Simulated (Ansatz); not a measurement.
An Ansatz (a quantum-chemistry and plane-wave program) run. Input:

Ansatz 0.2 input:
```yaml
crystal:
  lattice:
    - [-1.6406960931, 1.6406960931, 1.6406960931]
    - [1.6406960931, -1.6406960931, 1.6406960931]
    - [1.6406960931, 1.6406960931, -1.6406960931]
  atoms:
    - { symbol: Ta, position: [0.0, 0.0, 0.0] }
kpoints:
  mp_grid: { grid: [37, 37, 37] }
hamiltonian:
  xc: pbesol
  pseudopotentials: { kind: paw }
scf:
  occupations: { method: fermi_dirac, width: 0.1 }
elastic: { mode: relaxed_ion, stencil: two_point, amplitude: 0.005, f_tol: 0.0005 }
```

Output (shortened):

```
Pseudopotential: Ta, paw, valence charge 13
Functional definition: PBEsol
Crystal: 1 atoms, lattice volume = 17.666 Å³
Basis set: ecut = 420 eV, 369 PW (Γ), exchange–correlation on 40×40×40 points (8 copies of the dense FFT grid, shifted against one another)
Bands: 11, of which v1, the nominal top of the filled ones, is band 7 counted from 1 (6 counted from 0)
Symmetry: 48 space group operations
Space group: Im-3m (ITA 229), of the structure as read, at distance tolerance 2.6e-5 Å
k-points: 1330 of 50653
SCF iter   1: F=—  HF=-9806.520582 eV  |F-HF|=—  |Δ(HF+E_count)|=         —  Δρ=2.21e-3  dr2=2.28e-4  ethr=1.77e-3  ⟨swp⟩=5.2  Hψ=82327  notcnv=0
preconditioner: auto → none
SCF iter   2: F=—  HF=-9806.520344 eV  |F-HF|=—  |Δ(HF+E_count)|=   2.38e-4  Δρ=1.03e-3  dr2=4.53e-5  ethr=1.76e-6  ⟨swp⟩=2.1  Hψ=31918  notcnv=0
SCF iter   3: F=—  HF=-9806.520383 eV  |F-HF|=—  |Δ(HF+E_count)|=   3.88e-5  Δρ=1.45e-4  dr2=1.14e-6  ethr=3.48e-7  ⟨swp⟩=1.1  Hψ=14833  notcnv=0
SCF iter   4: F=—  HF=-9806.520383 eV  |F-HF|=—  |Δ(HF+E_count)|=   4.21e-7  Δρ=3.18e-5  dr2=6.33e-8  ethr=8.76e-9  ⟨swp⟩=2.3  Hψ=21874  notcnv=0
SCF iter   5: F=—  HF=-9806.520383 eV  |F-HF|=—  |Δ(HF+E_count)|=   1.90e-8  Δρ=1.47e-5  dr2=9.71e-9  ethr=4.87e-10  ⟨swp⟩=2.2  Hψ=17500  notcnv=0
SCF iter   6: F=—  HF=-9806.520383 eV  |F-HF|=—  |Δ(HF+E_count)|=   3.49e-9  Δρ=3.08e-6  dr2=5.84e-10  ethr=7.47e-11  ⟨swp⟩=2.9  Hψ=22173  notcnv=0
SCF iter   7: F=—  HF=-9806.520383 eV  |F-HF|=—  |Δ(HF+E_count)|=  2.04e-10  Δρ=9.41e-7  dr2=4.44e-11  ethr=4.49e-12  ⟨swp⟩=1.9  Hψ=16889  notcnv=0
SCF iter   8: F=—  HF=-9806.520383 eV  |F-HF|=—  |Δ(HF+E_count)|=  9.09e-12  Δρ=8.21e-8  dr2=3.72e-13  ethr=3.42e-13 (applied; sched 1.00e-12)  ⟨swp⟩=2.0  Hψ=20594  notcnv=0
SCF iter   9: F=-9806.520383 eV  HF=-9806.520383 eV  |F-HF|=0.00e0  |Δ(HF+E_count)|=  5.46e-12  Δρ=4.42e-9  dr2=1.22e-15  ethr=1.00e-12  ⟨swp⟩=4.1  Hψ=41651  notcnv=0
SCF 1 converged in 9 iterations: F = -9806.520383 eV  dr2 = 1.22e-15
Crystal: 1 atoms, lattice volume = 17.578 Å³
Basis set: ecut = 420 eV, 353 PW (Γ), exchange–correlation on 40×40×40 points (8 copies of the dense FFT grid, shifted against one another)
Symmetry: 16 space group operations
k-points: 3610 of 50653
iter 1 solved again at ethr=1.81e-7 eV; its pass at ethr=3.10e-3 eV (dr2=2.36e-5 eV) is discarded
SCF iter   1: F=—  HF=-9806.519888 eV  |F-HF|=—  |Δ(HF+E_count)|=         —  Δρ=4.43e-4  dr2=1.57e-5  ethr=1.81e-7  ⟨swp⟩=2.9  Hψ=292085  notcnv=0  defer=99
preconditioner: auto → none
SCF iter   2: F=—  HF=-9806.519888 eV  |F-HF|=—  |Δ(HF+E_count)|=   9.37e-7  Δρ=2.08e-4  dr2=2.98e-6  ethr=1.21e-7  ⟨swp⟩=1.0  Hψ=39591  notcnv=0  defer=99
SCF iter   3: F=—  HF=-9806.519888 eV  |F-HF|=—  |Δ(HF+E_count)|=   2.15e-7  Δρ=1.89e-5  dr2=3.18e-8  ethr=2.29e-8  ⟨swp⟩=1.0  Hψ=39591  notcnv=0  defer=99
SCF iter   4: F=—  HF=-9806.519888 eV  |F-HF|=—  |Δ(HF+E_count)|=   1.76e-7  Δρ=2.34e-6  dr2=4.81e-10  ethr=2.45e-10  ⟨swp⟩=2.7  Hψ=62813  notcnv=0  defer=99
SCF iter   5: F=—  HF=-9806.519888 eV  |F-HF|=—  |Δ(HF+E_count)|=  5.82e-11  Δρ=5.10e-7  dr2=9.43e-12  ethr=3.70e-12  ⟨swp⟩=2.1  Hψ=59555  notcnv=0  defer=99
SCF iter   6: F=—  HF=-9806.519888 eV  |F-HF|=—  |Δ(HF+E_count)|=  9.09e-12  Δρ=4.08e-8  dr2=2.15e-13  ethr=7.26e-14 (applied; sched 1.00e-12)  ⟨swp⟩=2.2  Hψ=62192  notcnv=0  defer=116
SCF iter   7: F=-9806.519888 eV  HF=-9806.519888 eV  |F-HF|=7.28e-12  |Δ(HF+E_count)|=  5.46e-12  Δρ=2.66e-9  dr2=8.10e-16  ethr=1.00e-12  ⟨swp⟩=4.0  Hψ=122433  notcnv=0
SCF 2 converged in 7 iterations: F = -9806.519888 eV  dr2 = 8.10e-16
Crystal: 1 atoms, lattice volume = 17.755 Å³
iter 1 solved again at ethr=4.96e-10 eV; its pass at ethr=3.10e-3 eV (dr2=6.45e-8 eV) is discarded
SCF iter   1: F=—  HF=-9806.520088 eV  |F-HF|=—  |Δ(HF+E_count)|=         —  Δρ=1.24e-4  dr2=6.42e-8  ethr=4.96e-10  ⟨swp⟩=2.2  Hψ=266314  notcnv=0  defer=85
preconditioner: auto → none
SCF iter   2: F=—  HF=-9806.520089 eV  |F-HF|=—  |Δ(HF+E_count)|=   1.20e-6  Δρ=6.22e-5  dr2=1.55e-8  ethr=4.94e-10  ⟨swp⟩=1.0  Hψ=39595  notcnv=0  defer=85
SCF iter   3: F=—  HF=-9806.520089 eV  |F-HF|=—  |Δ(HF+E_count)|=   5.97e-8  Δρ=9.42e-7  dr2=4.78e-11  ethr=1.19e-10  ⟨swp⟩=1.0  Hψ=39595  notcnv=0  defer=85
SCF iter   4: F=—  HF=-9806.520089 eV  |F-HF|=—  |Δ(HF+E_count)|=  3.27e-11  Δρ=1.17e-7  dr2=2.39e-13  ethr=3.67e-13 (applied; sched 1.00e-12)  ⟨swp⟩=2.1  Hψ=60001  notcnv=0  defer=111
SCF iter   5: F=-9806.520089 eV  HF=-9806.520089 eV  |F-HF|=7.28e-12  |Δ(HF+E_count)|=  1.82e-12  Δρ=1.58e-8  dr2=8.39e-15  ethr=1.00e-12  ⟨swp⟩=4.0  Hψ=115671  notcnv=0
SCF 3 converged in 5 iterations: F = -9806.520089 eV  dr2 = 8.39e-15
Crystal: 1 atoms, lattice volume = 17.666 Å³
Basis set: ecut = 420 eV, 361 PW (Γ), exchange–correlation on 40×40×40 points (8 copies of the dense FFT grid, shifted against one another)
Symmetry: 8 space group operations
k-points: 6859 of 50653
iter 1 solved again at ethr=2.29e-7 eV; its pass at ethr=3.10e-3 eV (dr2=2.98e-5 eV) is discarded
SCF iter   1: F=—  HF=-9806.520298 eV  |F-HF|=—  |Δ(HF+E_count)|=         —  Δρ=6.34e-4  dr2=5.53e-5  ethr=2.29e-7  ⟨swp⟩=2.0  Hψ=507120  notcnv=0  defer=161
preconditioner: auto → none
SCF iter   2: F=—  HF=-9806.520281 eV  |F-HF|=—  |Δ(HF+E_count)|=   1.68e-5  Δρ=2.05e-4  dr2=3.49e-6  ethr=2.29e-7  ⟨swp⟩=2.6  Hψ=116062  notcnv=0  defer=161
SCF iter   3: F=—  HF=-9806.520280 eV  |F-HF|=—  |Δ(HF+E_count)|=   1.15e-6  Δρ=5.03e-5  dr2=1.33e-7  ethr=2.15e-8  ⟨swp⟩=1.6  Hψ=87610  notcnv=0  defer=161
SCF iter   4: F=—  HF=-9806.520280 eV  |F-HF|=—  |Δ(HF+E_count)|=   1.76e-7  Δρ=9.27e-7  dr2=9.95e-11  ethr=8.22e-10  ⟨swp⟩=1.1  Hψ=76015  notcnv=0  defer=161
SCF iter   5: F=—  HF=-9806.520280 eV  |F-HF|=—  |Δ(HF+E_count)|=  8.55e-11  Δρ=2.05e-7  dr2=2.56e-12  ethr=6.13e-13 (applied; sched 1.00e-12)  ⟨swp⟩=2.0  Hψ=122273  notcnv=0  defer=178
SCF iter   6: F=—  HF=-9806.520280 eV  |F-HF|=—  |Δ(HF+E_count)|=  5.46e-12  Δρ=5.70e-8  dr2=1.30e-13  ethr=1.00e-12  ⟨swp⟩=5.0  Hψ=257146  notcnv=0
SCF iter   7: F=-9806.520280 eV  HF=-9806.520280 eV  |F-HF|=0.00e0  |Δ(HF+E_count)|=  3.64e-12  Δρ=6.90e-9  dr2=4.07e-15  ethr=1.00e-12  ⟨swp⟩=4.0  Hψ=211673  notcnv=0
SCF 4 converged in 7 iterations: F = -9806.520280 eV  dr2 = 4.07e-15
Crystal: 1 atoms, lattice volume = 17.666 Å³
iter 1 solved again at ethr=3.47e-10 eV; its pass at ethr=3.10e-3 eV (dr2=4.52e-8 eV) is discarded
SCF iter   1: F=—  HF=-9806.520278 eV  |F-HF|=—  |Δ(HF+E_count)|=         —  Δρ=9.02e-5  dr2=4.55e-8  ethr=3.47e-10  ⟨swp⟩=2.2  Hψ=501079  notcnv=0  defer=134
preconditioner: auto → none
SCF iter   2: F=—  HF=-9806.520280 eV  |F-HF|=—  |Δ(HF+E_count)|=   1.38e-6  Δρ=4.50e-5  dr2=9.58e-9  ethr=3.47e-10  ⟨swp⟩=1.0  Hψ=75262  notcnv=0  defer=134
SCF iter   3: F=—  HF=-9806.520280 eV  |F-HF|=—  |Δ(HF+E_count)|=   7.82e-9  Δρ=3.07e-6  dr2=1.58e-10  ethr=7.37e-11  ⟨swp⟩=1.0  Hψ=75262  notcnv=0  defer=134
SCF iter   4: F=—  HF=-9806.520280 eV  |F-HF|=—  |Δ(HF+E_count)|=  8.73e-11  Δρ=2.65e-7  dr2=5.90e-13  ethr=1.22e-12  ⟨swp⟩=2.0  Hψ=109725  notcnv=0  defer=134
SCF iter   5: F=-9806.520280 eV  HF=-9806.520280 eV  |F-HF|=7.28e-12  |Δ(HF+E_count)|=  7.28e-12  Δρ=2.47e-8  dr2=2.41e-14  ethr=1.00e-12  ⟨swp⟩=4.1  Hψ=231849  notcnv=0
SCF 5 converged in 5 iterations: F = -9806.520280 eV  dr2 = 2.41e-14
SCF converged after 9 iterations
Free energy (F): -9806.520383 eV
Harris-Foulkes:  -9806.520383 eV  (|F-HF|=0.00e0)
Internal energy: -9806.477843 eV  (E = F + TS)
E sigma→0 (E₀):  -9806.499113 eV
Entropy (-TS):   -0.042540 eV (-42.540 meV/atom)
Fermi energy:    18.889779 eV
--- Per-component energies (eV) ---
  E_band       = -99.694919
  E_kinetic    = 366.757761
  E_local      = -539.017981  (includes V_loc(G=0)·N_el)
  E_nonlocal   = 17.785793
  E_hartree    = 187.089376
  E_xc         = -217.164578
  E_vxc        = -204.048974  (∫ρ·V_xc dr)
  E_paw        = -8272.681163  (= ΣΔE_a)
  E_vpaw       = -115.350407  (= ΣTr[D̂ρ^β])
  E_aug_tail   = 0.000138  (compensation charges beyond the density's cutoff)
  E_ewald      = -1349.460835
  E_core_change = 0.213646  (= ΣΔE_core)
  E_smearing   = -0.042540  (= −TS)
  E_closure    = 0.000000  (closes the sum)
  Σ components = -9806.520383   (vs F -9806.520383, Δ=0.00e0)
  [band-id]    e_kinetic+e_local+e_nonlocal+2·e_hartree+e_vxc+e_vpaw+e_augmentation_tail = -99.694919   (vs E_band -99.694919, Δ=7.50e-8)
--- Forces (eV/Å), atoms counted from 1 ---
  atom   1  Ta     0.00000000     0.00000000     0.00000000
  max |Σ_I F_I| component: 0.0 eV/Å
--- Stress (GPa, compression-positive) ---
        0.174080       0.000000       0.000000
        0.000000       0.174080       0.000000
        0.000000       0.000000       0.174080
  P = ⅓ Tr σ = 0.1741 GPa (1.741 kbar)
--- Band table (eV; the first three rows and the last of 1330) ---
  k-point 0: bands = ["-48.1090", "-14.0247", "-14.0247", "-14.0247", "10.9010", "19.6033", "19.6033", "19.6033", "22.9422", "22.9422", "33.5968"]
  k-point 1: bands = ["-48.1081", "-14.0346", "-14.0277", "-14.0248", "10.9346", "19.5810", "19.5978", "19.6364", "22.9029", "22.9421", "33.6284"]
  k-point 2: bands = ["-48.1054", "-14.0640", "-14.0368", "-14.0249", "11.0348", "19.5152", "19.5793", "19.7352", "22.7944", "22.9421", "33.7198"]
  k-point 1329: bands = ["-47.8885", "-14.9005", "-14.8987", "-14.8987", "14.9627", "14.9672", "25.7427", "25.7427", "25.8695", "27.6095", "27.8322"]
--- Elastic constants: 2 strain directions × 2 members + reference (group order 48) ---
  dense FFT box of the reference and of every strained cell: 20×20×20
  strains applied: 11, 23; error gains: componentwise 1.00 (the most a stress slope's error grows in a printed constant), spectral 1.73 (1 for all six strains …
  C = ∂σ_k/∂η_j (tension-positive GPa; Voigt order 11 22 33 23 13 12):
       286.138    168.214    168.214      0.000      0.000      0.000
       168.214    286.138    168.214      0.000      0.000      0.000
       168.214    168.214    286.138      0.000      0.000      0.000
         0.000      0.000      0.000     74.804      0.000      0.000
         0.000      0.000      0.000      0.000     74.804      0.000
         0.000      0.000      0.000      0.000      0.000     74.804
  reference stress σ⁰ (GPa):     -0.174     -0.174     -0.174      0.000      0.000      0.000
  C* (energy form; C + prestress term) asymmetry max|C*_kj − C*_jk| = 8.527e-14 GPa — a small one proves nothing (zero by symmetry where the batch's group is …
  moduli (Voigt/Reuss/Hill, GPa): K = 207.52/207.52/207.52   G = 68.47/67.54/68.01   E = 183.93   ν = 0.352
  mechanically stable: yes (min eigenvalue of sym C = 74.80 GPa)
  where every solve meets its electron count the energy-path curvature estimates C_jj along a normal strain and C_jj − ¼(σ⁰_aa + σ⁰_bb) along a shear (ab), of …
  strain η (Voigt 11):  stress-route row diagonal C_11 = 286.14 GPa, energy-path curvature d²(F+E_count+ΔE)/dδ²/Ω₀ = 286.12 GPa
         δ    σ_11 (GPa)             F (eV)   n_scf  n_hpsi   n_pw
    -5.000e-3      -1.6263       -9806.5198885       7  721798    370   relax 0 steps, max|allowed force component| 0.00e0 eV/Å
     5.000e-3       1.2351       -9806.5200888       5  564766    370   relax 0 steps, max|allowed force component| 0.00e0 eV/Å
  strain η (Voigt 23):  stress-route row diagonal C_44 = 74.80 GPa, energy-path curvature d²(F+E_count+ΔE)/dδ²/Ω₀ = 74.88 GPa
         δ    σ_23 (GPa)             F (eV)   n_scf  n_hpsi   n_pw
    -5.000e-3      -0.3740       -9806.5202798       7  1460587    370   relax 0 steps, max|allowed force component| 0.00e0 eV/Å
     5.000e-3       0.3740       -9806.5202798       5  1075835    370   relax 0 steps, max|allowed force component| 0.00e0 eV/Å
```

Cost: roughly 6 core-minutes on shared cores.

The PBEsol relaxation kept the symmetry of its start. The run is not spin-polarised. As this level gives no gap, shear constants depend on the k-mesh and smearing (Fermi–Dirac, 0.1 eV here). Spin–orbit coupling is left out wherever it is not named.

Potentials: the later of the program's two PAW sets.

Ansatz is a plane-wave DFT program.
